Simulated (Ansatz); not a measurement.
Y₃Si₅:
Space group P-62m (No. 189); a = b = 6.498 Å, c = 4.154 Å, α = β = 90.00°, γ = 120.00°

```
atom  site  symmetry       x       y       z
----  ----  --------  ------  ------  ------
Y       3f       m2m  0.0000  0.6455  0.0000
Si      2d      -6..  0.3333  0.6667  0.5000
Si      3g       m2m  0.7374  0.7374  0.5000
```

Relaxed at zero pressure with plane-wave PAW PBEsol (Ansatz code).

Problem. The volume is lowered by 3 % and shape and atoms relax at that volume. What pressure results, and how do the axes share the change?

Solution. 2.9 GPa; a -1.1 %, b -1.1 %, c -0.8 %; the energy rises by 5 meV/atom.

Problem. Give the new structure.

Solution. 
Space group P-62m (No. 189); a = 6.4253 Å, b = 6.4253 Å, c = 4.1221 Å, α = 90.00°, β = 90.00°, γ = 120.00°

```
atom  site  symmetry       x       y       z
----  ----  --------  ------  ------  ------
Y       3f       m2m  0.0000  0.6447  0.0000
Si      2d      -6..  0.3333  0.6667  0.5000
Si      3g       m2m  0.7412  0.7412  0.5000
```

The phase is kept; no other phase was compared at this pressure.

The start of the workflow was typed in or built on a structure type; neither database checked (COD, Materials Project) lists it. Whether it is the stable phase at ambient conditions was not checked. Symmetry was held in the PBEsol relaxation; of distortions, only those at the zone centre were tested. No spin polarisation was allowed.

Potentials: the later of the program's two PAW sets.
